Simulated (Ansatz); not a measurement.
Input and command of a plane-wave DFT calculation in Ansatz:

```yaml
crystal:
  lattice:
    - [3.4651836131, 0.0, 0.0]
    - [0.0, 3.4651836131, 0.0]
    - [0.0, 0.0, 3.6384427937]
  atoms:
    - { symbol: Li, position: [0.5, 0.5, 0.5] }
    - { symbol: Pb, position: [0.0, 0.0, 0.0] }
basis:
  ecutwfc: 420
kpoints:
  mp_grid: { grid: [16, 16, 16] }
hamiltonian:
  xc: pbesol
scf:
  occupations: { method: gaussian, width: 0.15 }
output:
  forces: true
  stress: true
  eigenvalues: true
```

```bash
ansatz run input.yaml --threads 1 --pin off --max-ram 2560MiB --backend cpu --events-out ev --progress --plain --runs-dir out
```

Processor: Arm Neoverse V2, 1 thread, on a host shared with other jobs.

How long does it run, and how much memory does it take?

About 10 s on 1 thread of Arm Neoverse V2, with other jobs on the host, peak memory 0.47 GiB. It solves 13 bands at 405 k points (the mesh reduced by symmetry) with about 857 plane waves, in 7 SCF iterations.
